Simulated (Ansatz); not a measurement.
**Relaxing a structure of Bi$_{2}$Se$_{3}$**

The start is a randomly generated symmetric cell of Bi2Se3 (space group No. 224). The structure is fully relaxed (lattice and positions, P = 0) with r2SCAN (plane waves to 500 eV, PAW, scalar-relativistic; Ansatz, a first-principles code). First-step values are on the input's coarse k-mesh.

Ansatz input (later rounds restart from its end on a renewed k-mesh):
Ansatz 0.2 input:
```yaml
crystal:
  lattice:
    - [6.7464431, 0, 0]
    - [0, 6.7464431, 0]
    - [0, 0, 6.7464431]
  atoms:
    - { symbol: Bi, position: [0.25, 0.25, 0.25] }
    - { symbol: Bi, position: [0.75, 0.75, 0.25] }
    - { symbol: Bi, position: [0.75, 0.25, 0.75] }
    - { symbol: Bi, position: [0.25, 0.75, 0.75] }
    - { symbol: Se, position: [0, 0.5, 0.5] }
    - { symbol: Se, position: [0.5, 0, 0.5] }
    - { symbol: Se, position: [0.5, 0.5, 0] }
    - { symbol: Se, position: [0, 0.5, 0] }
    - { symbol: Se, position: [0.5, 0, 0] }
    - { symbol: Se, position: [0, 0, 0.5] }
basis: { ecutwfc: 500, ecutrho_ratio: 4, xc_grid: 4, fft_grid_basis: typed }
kpoints: { mp_grid: { grid: [4, 4, 4] } }
hamiltonian:
  xc: r2scan
  dispersion: none
  pseudopotentials: { kind: paw }
scf: { occupations: { method: fermi_dirac, width: 0.05 } }
relax: { f_tol: 0.01, max_steps: 100, cell: { stress_tol: 0.02 } }
output: { forces: true, stress: true }
```

- Initial pressure: +4.4 GPa (positive: the cell is compressed)
- Volume change: +7.8 %, from 30.71 to 33.10 Å³/atom
- Shortest distances (start → end): The closest pairs of elements (up to four, under 3.6 Å), start → end: Bi–Se 2.92 → 3.00 Å; Se–Se 3.37 → 3.46 Å
- Band gap at the end: zero (metallic)
- Optimiser moves: 4

It ends as:

Space group Pn-3m, origin choice 1 (No. 224); a = b = c = 6.917 Å, α = β = γ = 90.00°

```tsv
atom	site	symmetry	x	y	z
Bi	4b	.-3m	0.2500	0.2500	0.2500
Se	6d	-42.m	0.0000	0.0000	0.5000
```

Final values are on a 7×7×7 k-mesh of the relaxed cell. No spin polarisation in the result.

The run could not lose the symmetry of its start, so the end can be a saddle point.

All atoms sit on sites fixed by symmetry, so only the cell could relax.

The relaxed structure here is a generated cell of Bi2Se3: the first start was made by a random draw of sites in a space group, and the end was not matched to a known phase here, so it may be hypothetical. Known forms of Bi2Se3 include space group No. 166.
